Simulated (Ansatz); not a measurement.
ScPtN₂:
```
CELL_PARAMETERS angstrom
      1.63138     0.94188     5.98925
     -1.63138     0.94188     5.98925
      0.00000    -1.88375     5.98925
ATOMIC_POSITIONS crystal
  Sc 0.50000 0.50000 0.50000
  Pt 0.00000 0.00000 0.00000
  N  0.89515 0.89515 0.89515
  N  0.10485 0.10485 0.10485
```

Relaxed with PBE. Special points in fractions of this cell's reciprocal vectors: Γ (0.000, 0.000, 0.000); T (0.500, 0.500, 0.500); H2 (0.817, 0.183, 0.500); H0 (0.500, -0.183, 0.183); L (0.500, 0.000, 0.000); S0 (0.342, -0.342, 0.000); S2 (0.658, 0.000, 0.342); F (0.500, 0.000, 0.500).

### Question
List the band energies nearest the Fermi level at these points for plane-wave PAW PBE (Ansatz code).

### Answer
In eV from the Fermi level; about four levels below and three above (degenerate sets whole), none deeper than 8.9 eV; points with the same levels are listed once.

| k | below | above |
|---|---|---|
| Γ | -0.79 -0.79 -0.62 -0.62 | 3.48 3.63 3.63 |
| T | -2.76 -2.76 -2.73 -2.73 | 1.30 1.30 3.55 3.55 |
| H2 | -2.42 -2.13 -1.93 -0.46 | 0.17 0.57 3.72 |
| L | -3.93 -2.50 -2.43 -1.24 | 0.13 0.63 0.87 |
| S0 | -2.39 -2.19 -1.85 -0.52 | 0.24 0.56 3.69 |
| F | -1.48 -1.24 -1.10 -0.28 | 0.63 3.25 3.44 |

Space group R-3m. The start of the workflow was typed in or built on a structure type; neither database checked (COD, Materials Project) lists it. Whether it is the stable phase at ambient conditions was not checked. Symmetry was held in the PBE relaxation; its stability against distortions is not shown here. The run is not spin-polarised. With an odd number of electrons in the cell and no spin polarisation, the count alone makes it a metal. Scalar-relativistic: spin–orbit coupling is off unless named, which matters more the heavier the elements.

Potentials: the later of the program's two PAW sets.
